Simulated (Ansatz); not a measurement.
Relaxed-ion elastic tensor of ScPd (CsCl type, space group No. 221) in GPa (Voigt order), plane-wave PAW LDA (Ansatz code); density 7.46 g/cm³, 16.84 Å³ per atom.

```
 176   114   114   0.0   0.0   0.0
 114   176   114   0.0   0.0   0.0
 114   114   176   0.0   0.0   0.0
 0.0   0.0   0.0  50.4   0.0   0.0
 0.0   0.0   0.0   0.0  50.4   0.0
 0.0   0.0   0.0   0.0   0.0  50.4
```

**Question.** Is the crystal mechanically stable?

**Answer.** Yes: the smallest eigenvalue of C is 50.4 GPa.

**Question.** Work out the Voigt, Reuss and Hill averages.

**Answer.** K_V = 135, K_R = 135, K_H = 135; G_V = 42.5, G_R = 40.1, G_H = 41.3 GPa.

**Question.** Give Young's modulus, Poisson's ratio, Pugh's ratio and the universal anisotropy index.

**Answer.** E = 9KG/(3K + G) = 112 GPa; ν = 0.36; K/G = 3.26 (ductile by the Pugh limit of 1.75); A_U = 5G_V/G_R + K_V/K_R − 6 = 0.30.

**Question.** Estimate the sound speeds and the Debye temperature.

**Answer.** v_l = √((K + 4G/3)/ρ) = 5040 m/s, v_t = √(G/ρ) = 2350 m/s, mean 2650 m/s; Θ = (h/k)(3n/4πV)^(1/3) v_m = 308 K.

**Question.** Give the Zener ratio and Young's modulus along [100], [110] and [111].

**Answer.** A = 2C44/(C11 − C12) = 1.64; 1/E = S11 − 2(S11 − S12 − S44/2)Γ with Γ = 0, 1/4, 1/3 gives 85.7, 118, 134 GPa.

Space group Pm-3m (CsCl type). The workflow started from a Materials Project entry (that database holds measured and hypothetical structures alike); the Crystallography Open Database files this formula in space group No. 221, but the cells were not matched. Its standing as an ambient phase is unchecked. Symmetry was held in the LDA relaxation; of distortions, only those at the zone centre were tested. The run is not spin-polarised. As this level gives no gap, shear constants depend on the k-mesh and smearing (Fermi–Dirac, 0.1 eV here).

Potentials: the later of the program's two PAW sets.
